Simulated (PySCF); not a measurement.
PySCF single point, B3LYP/6-31G*, density fitting, C-PCM implicit ethylene carbonate (electrostatics alone), on oxalic acid, C2H2O4 (SMILES O=C(O)C(=O)O), charge 0, multiplicity 1.

```python
from pyscf import gto, scf, dft
mol = gto.M(atom='''
O     -1.640084    -0.617577     0.011639
C     -0.703474     0.316967    -0.000585
O     -0.910530     1.496434    -0.011639
C      0.703623    -0.316929    -0.001875
O      1.640074     0.618395     0.010937
O      0.910746    -1.496434    -0.011528
H     -2.529439    -0.225751     0.009871
H      2.529439     0.226644     0.010646
''', basis='6-31G*', charge=0, spin=0, verbose=3)
mf = dft.RKS(mol, xc='B3LYP')
mf = mf.density_fit()
mf = mf.PCM()
mf.with_solvent.method = 'C-PCM'
mf.with_solvent.eps = 90.5
mf.max_cycle = 100
e = mf.kernel()
print('converged', mf.converged)
print('E_total', e)
print('nao', mol.nao)
print('HOMO', mf.mo_energy[mf.mo_occ > 0].max())
mf.dip_moment()
```

It prints:

```

WARN: PCM is an experimental feature. It is still in testing.
Features and APIs may be changed in the future.

converged SCF energy = -378.323776123707
converged True
E_total -378.32377612370726
nao 88
HOMO -0.27837141303682644
Dipole moment(X, Y, Z, Debye): -0.00098, -0.00154,  0.03719
```

The total energy is -10294.71 eV, -0.52 eV from the same level's vacuum run.
